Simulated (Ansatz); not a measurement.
This cell of Be (hcp, Mg type) is off equilibrium:

```xyz
2
Lattice="2.2129 0.0000 0.0000 -1.1064 1.9164 0.0000 0.0000 0.0000 3.6225" Properties=species:S:1:pos:R:3 pbc="T T T"
Be     0.0000     1.2776     2.7169
Be     1.1064     0.6388     0.9056
```

Calculation: PBEsol (plane waves to 420 eV, PAW, scalar-relativistic; Ansatz, an electronic-structure program). k mesh 23×23×13 (Γ-centred), Fermi-Dirac smearing 0.05 eV. Energies are smeared free energies. Stress and pressure are positive under compression. With partly filled bands, the response to shear is sensitive to the k mesh, so small differences along c/a are uncertain. Be was relaxed with its symmetry unable to fall.

**Question.** What is the stress tensor (GPa)?

**Answer.** 
```
    7.3      0.0      0.0
    0.0      7.3      0.0
    0.0      0.0     -7.6
```
The pressure, a third of the trace, is 2.4 GPa.

**Question.** It is the relaxed cell deformed to V/V₀ = 0.980, (c/a)/(c/a)₀ = 1.040, c along z, fractional positions held. What is its energy relative to the relaxed cell?

**Answer.** 10 meV/atom.

(A scan under strain: stresses follow from slopes of the energy per volume, elastic moduli from its curvatures.)
